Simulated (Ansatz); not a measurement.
This guess for Be₂S is about to be relaxed.

```
Be S
1.0
     3.77021    0.00000    0.00000
    -1.88511    3.26510    0.00000
     0.00000    0.00000    3.37627
Be S
2 1
Direct
  0.33333 0.66667 0.50000
  0.66667 0.33333 0.50000
  0.00000 0.00000 0.00000
```

Theory: DFT PBE, scalar-relativistic, plane waves, PAW in Ansatz 0.2.0. Cutoff 420 eV, Gaussian smearing, Γ-centred meshes. Cell and atoms relax first on a coarse mesh and then on a finer one. In between, the cell is made exact in the group found at 0.06 Å. In metals the finer mesh still leaves noise of several meV/atom or more. The steps can't lower the symmetry of their start. No spin polarisation.

A guess keeps its type if space group and coordination stay and the shape of the cell changes little (axis ratios within about 15 %, angles within 6°); the volume may change.

Question: Will the relaxed cell still be of the starting type?

Answer: It keeps its type. The symmetry stays P6/mmm (No. 191). The end has the AlB2 type. The volume per atom shrinks by 15.2 %, from 13.9 to 11.7 Å³. The shortest distance goes from 2.18 Å (Be–Be) to 2.05 Å (Be–Be). The ratio c/a of the conventional cell changes by a factor of 1.01. Counting neighbours within 15 % of an atom's shortest distance, the start has Be 3, S 12 and the end Be 3, S 12.

The zero of energy is the elements' standard structures at the same level; no fitted shifts are applied.

Question: At what energy does it end?

Answer: +0.70 eV/atom. A positive value: parting into the elements would lower its energy.

The last run used a 15×15×14 mesh (in the run's order of axes) for its 3-atom cell and Gaussian smearing of 0.10 eV. The reference form of S is held partly by dispersion forces, which this level lacks. A later test with randomly moved atoms led to a structure 738 meV/atom lower, so this end is a saddle point or a shallow minimum.
